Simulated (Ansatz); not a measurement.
Slab of fcc Pd (111), 5 layers

The slab is cut from the fcc crystal, the stable phase, as relaxed on PAW files (14.16 Å³/atom), with 16 Å of vacuum and a dipole correction:

```yaml
crystal:
  lattice:
    - [2.71546, 0.00000, 0.00000]
    - [-1.35773, 2.35166, 0.00000]
    - [0.00000, 0.00000, 24.86870]
  atoms:
    - { symbol: Pd, position: [0.83333, 0.16667, 0.32169] }
    - { symbol: Pd, position: [0.16667, 0.83333, 0.41085] }
    - { symbol: Pd, position: [0.50000, 0.50000, 0.50000] }
    - { symbol: Pd, position: [0.83333, 0.16667, 0.58915] }
    - { symbol: Pd, position: [0.16667, 0.83333, 0.67831] }
```

All numbers are LDA results (scalar-relativistic) from Ansatz 0.2.0, with a Γ-centred 15×15×1 k mesh, Fermi–Dirac smearing of 0.05 eV, no spin polarisation. Methods: LAPW: all electrons, basis error target 1 meV/atom; PAW: frozen-core files, cutoff 420 eV.

The bulk energy comes from a cell in the slab's orientation on a 15×15×6 mesh. The surface energy is (E(slab) − N·E(bulk))/2A at zero smearing, the mean of both faces; thin slabs carry quantum-size effects.

The PAW files were made under PBE. The cell is 1×1, so reconstructions are forbidden, and in slabs of four or five layers the relaxations can be far larger than at a real surface.

**Question.** As cut, the LAPW slab lies 1.520 eV above 5 atoms of bulk. What surface energy is that?

**Answer.** Over two faces of 6.39 Å² it is 119.0 meV/Å², and times 16.02 J/m² per eV/Å² that gives γ = 1.907 J/m².

**Question.** What do relaxation and the other method give, and what work function comes out?

**Answer.** 

```json
{"method": "LAPW", "γ as cut (J/m²)": "1.907", "γ relaxed (J/m²)": "1.906", "Φ as cut (eV)": "5.64", "Φ relaxed (eV)": "5.63"}
{"method": "PAW", "γ as cut (J/m²)": "1.906", "γ relaxed (J/m²)": "1.905", "Φ as cut (eV)": "5.63", "Φ relaxed (eV)": "5.63"}
```

**Question.** How do the spacings between the planes relax?

**Answer.** From the bottom face up: d12 +0.1 % of 2.217 Å, d23 -0.5 % of 2.217 Å, d34 -0.5 % of 2.217 Å, d45 +0.1 % of 2.217 Å.

**Question.** A field of 0.5 V/Å is applied along the normal, atoms held. What follows?

**Answer.** LAPW finds an induced dipole of 0.2105 e·Å a cell (PAW 0.2105), that is 11.93 Å for 4πα over the area, against 8.85 Å between the outer atoms.

**Question.** A 3d core hole is made on one atom of each kind in every 1×1 cell (PAW hole dataset, neutral cell, valence without spin). What does it cost by layer?

**Answer.** layer 1 334.82 eV, layer 2 335.05 eV, layer 3 335.16 eV. Shifts between layers mean more than the absolute values, and a whole layer of holes screens otherwise than one hole.

**Question.** In the relaxed 1×1 cell, replace the outer, then the middle Pd by Ag, which changes a whole layer. What shift does this Z+1 picture give?

**Answer.** E(outer) − E(middle) = -0.29 eV by LAPW and -0.29 eV by PAW; a positive value puts the surface line at higher binding energy.
